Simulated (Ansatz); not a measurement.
NbSi2:
Space group P6₂22 (No. 180); a = 4.796 Å, b = 4.796 Å, c = 6.578 Å, α = 90.00°, β = 90.00°, γ = 120.00°

```json
[
 {"atom": "Nb", "site": "3c", "symmetry": "222", "x": "0.5000", "y": "0.0000", "z": "0.0000"},
 {"atom": "Si", "site": "6i", "symmetry": "..2", "x": "0.1583", "y": "0.3166", "z": "0.0000"}
]
```

Relaxed at zero pressure with r²SCAN (plane waves, PAW; program Ansatz).

Task: The volume is raised by 6 % and shape and atoms relax at that volume. What pressure results, and how do the axes share the change?

Result: -9.3 GPa; a 2.2 %, b 2.2 %, c 1.5 %; the energy rises by 27 meV/atom.

Task: Give the new structure.

Result: 
Space group P6₂22 (No. 180); a = b = 4.902 Å, c = 6.676 Å, α = β = 90.00°, γ = 120.00°

| atom | site | symmetry | x | y | z |
|---|---|---|---|---|---|
| Nb | 3c | 222 | 0.5000 | 0.0000 | 0.0000 |
| Si | 6i | ..2 | 0.1579 | 0.3159 | 0.0000 |

The phase is kept; no other phase was compared at this pressure.

Space group P6_222. The cell was relaxed with r²SCAN under the symmetry of its start. No spin polarisation was allowed.

Potentials: the later of the program's two PAW sets.
